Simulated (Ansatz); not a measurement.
LaB:
```
LaB
1.0
    0.00000     2.83385     2.83385
    2.83385     0.00000     2.83385
    2.83385     2.83385     0.00000
La B
1 1
Cartesian
  0.00000   0.00000   0.00000
  2.83385   2.83385   2.83385
```

Relaxed with the program Ansatz at the PBE level (PAW). Indices refer to the conventional cell of Fm-3m, a = b = c = 5.668 Å, α = β = γ = 90.00°.

Question: Simulate the powder diffraction pattern (Cu Kα, λ = 1.54184 Å; lines above 1 %) up to 2θ = 90°.

Answer: Simulated powder pattern, Cu Kα, λ = 1.54184 Å (kinematic, ideal powder, no thermal factors, no anomalous dispersion; the 30 strongest lines at most, above 1 %, up to 2θ = 90°):

| 2θ (°) | d (Å) | I/Imax (%) | hkl |
|---|---|---|---|
| 27.25 | 3.272 | 100 | (111) |
| 31.57 | 2.834 | 67 | (200) |
| 45.25 | 2.004 | 48 | (220) |
| 53.63 | 1.709 | 47 | (311) |
| 56.22 | 1.636 | 17 | (222) |
| 65.92 | 1.417 | 7.7 | (400) |
| 72.73 | 1.300 | 19 | (331) |
| 74.93 | 1.267 | 21 | (420) |
| 83.57 | 1.157 | 16 | (422) |
| 89.95 | 1.091 | 16 | (511)+(333) |

The start of the workflow was typed in or built on a structure type; neither database checked (COD, Materials Project) lists it. Its standing as an ambient phase is unchecked. Symmetry was held in the PBE relaxation; its stability against distortions is not shown here. Its formation energy is positive at this level, so the cell may be metastable or incomplete. Spin–orbit coupling is left out wherever it is not named.

Potentials: the earlier of the program's two PAW sets.
